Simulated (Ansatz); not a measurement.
Relaxed Sr (fcc, Cu type):

```xyz
2
Lattice="0.0000 6.0289 6.0289 3.0145 3.0145 6.0289 3.0145 3.0145 0.0000" Properties=species:S:1:pos:R:3 pbc="T T T"
Sr     0.0000     0.0000     0.0000
Sr     3.0145     6.0289     9.0434
```

A phonon eigenvector at X = (0.5, 0.5, 0.0) is frozen into this cell: atom i moves by Q times the vector below, so Q is the largest atomic displacement, in Å. The cell is held. It is one choice among 2 degenerate patterns. (q is in reciprocal vectors of the primitive cell; the cell shown is doubled to hold the pattern.)

```json
[
 {"atom": "Sr1", "x": "0.000", "y": "1.000", "z": "0.000"},
 {"atom": "Sr2", "x": "0.000", "y": "-1.000", "z": "0.000"}
]
```

Computed with PBE (plane waves to 420 eV, PAW, scalar-relativistic; Ansatz, a first-principles code). k mesh 13×13×13 (Γ-centred), Fermi-Dirac smearing 0.05 eV. The energy includes the smearing's −TS. With partly filled bands, energies and forces of such displacements shift with the k mesh and the smearing. Sr was relaxed with its symmetry unable to fall. The PAW data are Ansatz's earlier set. ΔE is measured from the undisplaced structure.

The scan covers Q from -0.280 to 0.280 Å in 13 points.

Which space group does the distorted structure have?

Cmcm (No. 63), lowered from Fm-3m.

What is the energy change at Q = 0.280 Å?

152 meV/cell.

What harmonic wavenumber does the curvature at Q = 0 give?

78 cm⁻¹.

(A displaced cell: forces are minus the slopes of the energy, force constants its curvatures, and phonons follow from these.)
